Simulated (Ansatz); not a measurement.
A geometry of As away from equilibrium: the start of the relaxation of a relaxed As cell deformed by the Cartesian strain tensor (xx, yy, zz, yz, xz, xy) = (0.141, -0.024, 0.033, 0.096, -0.014, -0.019). Computed with r2SCAN (plane waves to 500 eV, PAW, scalar-relativistic; Ansatz, a program for electronic structure). Γ-centred k-mesh 7×7×8 on the run's cell (coarser than for final values), Fermi–Dirac smearing 0.05 eV.

```xyz
2
Lattice="1.9527 1.4633 5.3379 -2.1399 1.5314 5.3899 -0.0346 -1.5344 5.0672" Properties=species:S:1:pos:R:3:forces:R:3 pbc="T T T" free_energy=-9728.718 pressure_GPa=-5.8
As    -0.0468     0.3085     3.3373    0.1460   -1.0746   -0.9990
As    -0.1749     1.1517    12.4577   -0.1460    1.0746    0.9990
```

Positions in Å, forces in eV/Å, free energy of the cell in eV (comparable only within this code, potentials and settings). Largest force: 1.47 eV/Å, on As1, As2 (atoms numbered as listed); the geometry lies 0.24 eV/atom above the end of its relaxation.

No spin polarisation in the result. Without a van der Waals term the distances between weakly bound units are poorly fixed.

The run could not lose the symmetry of its start, so the end can be a saddle point.

The end of the path is a generated cell of As: the first start was made by placing the elements on the sites of a structure type, and the end was not matched to a known phase here, so it may be hypothetical. Known forms of As include space group No. 166.
